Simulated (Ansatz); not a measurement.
ZrHg, DFT, PBEsol, PAW with Ansatz's default frozen-core files, scalar-relativistic (Ansatz 0.2.0), run on 1 thread of Intel(R) Xeon(R) Platinum 8488C (Sapphire Rapids) on a shared host.

The cell is COD entry 1522699, as deposited and not checked against the literature; nothing was relaxed. The listed cell was then made from it by scaling, straining or moving an atom.

Command: `ansatz run input.yaml --threads 1 --pin off --max-ram 3072MiB --backend cpu --events-out ev --progress --plain --runs-dir out`

```yaml
crystal:
  lattice:
    - [3.11553, 0.0, 0.0]
    - [0.0, 3.11553, 0.0]
    - [0.0, 0.0, 4.17]
  atoms:
    - { symbol: Zr, position: [0.5, 0.5, 0.5] }
    - { symbol: Hg, position: [0.0, 0.0, 0.0] }
kpoints:
  mp_grid: { grid: [13, 13, 10] }
scf:
  occupations: { method: fermi_dirac, width: 0.03 }
hamiltonian:
  xc: pbesol
  pseudopotentials: { kind: paw }
output:
  forces: true
  stress: true
  eigenvalues: true
  efg: { contact_densities: true }
```

Task: How large is the problem that the program sets up?

Result: 168 irreducible k-points, 797 plane waves at Γ, 20 bands.

Task: About how long does it take, and how much memory does it use?

Result: 6.7 s of wall time for 6 SCF iterations, with a peak of 0.52 GiB. Times on shared machines scatter by tens of per cent.

Task: And the same cell and mesh by crystal-made all-electron datasets, asked for forces, stress, eigenvalues, efg, on the same hardware?

Result: 18 s, peak memory 0.71 GiB.
